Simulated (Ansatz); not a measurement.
Co$_{5}$Ge$_{7}$:
```xyz
12
Lattice="-3.7704 3.7704 2.8709 3.7704 -3.7704 2.8709 3.7704 3.7704 -2.8709" Properties=species:S:1:pos:R:3 pbc="T T T"
Ge     1.6224    -1.6224     2.8496
Ge     2.1481     2.1481    -0.0213
Ge    -1.6224     1.6224     2.8496
Ge     1.6224     1.6224     2.8496
Ge     3.7704     0.0000     0.4358
Ge     0.0000     3.7704     0.4358
Ge     0.0000     0.0000     0.5747
Co     1.9401     3.7704     1.8388
Co     3.7704    -1.9401     1.8388
Co    -1.9401     3.7704     1.8388
Co     3.7704     1.9401     1.8388
Co     0.0000     0.0000     2.8480
```

Relaxed with r²SCAN.

Q: Give the Bader charges and basin volumes of the independent atoms, plane-wave PAW r²SCAN (Ansatz code).

A: 

```json
[
 {"atom": "Ge1", "Bader charge (e)": "+0.18", "Bader volume (Å³)": "14.8"},
 {"atom": "Ge5", "Bader charge (e)": "+0.21", "Bader volume (Å³)": "14.8"},
 {"atom": "Ge7", "Bader charge (e)": "+0.12", "Bader volume (Å³)": "16.2"},
 {"atom": "Co8", "Bader charge (e)": "-0.24", "Bader volume (Å³)": "11.6"},
 {"atom": "Co12", "Bader charge (e)": "-0.32", "Bader volume (Å³)": "11.9"}
]
```

Space group I4mm. The start of the workflow was typed in or built on a structure type; neither database checked (COD, Materials Project) lists it. Whether it is the stable phase at ambient conditions was not checked. Symmetry was held in the r²SCAN relaxation; its stability against distortions is not shown here. The workflow began spin-polarised and lost its moments.

Potentials: the earlier of the program's two PAW sets.
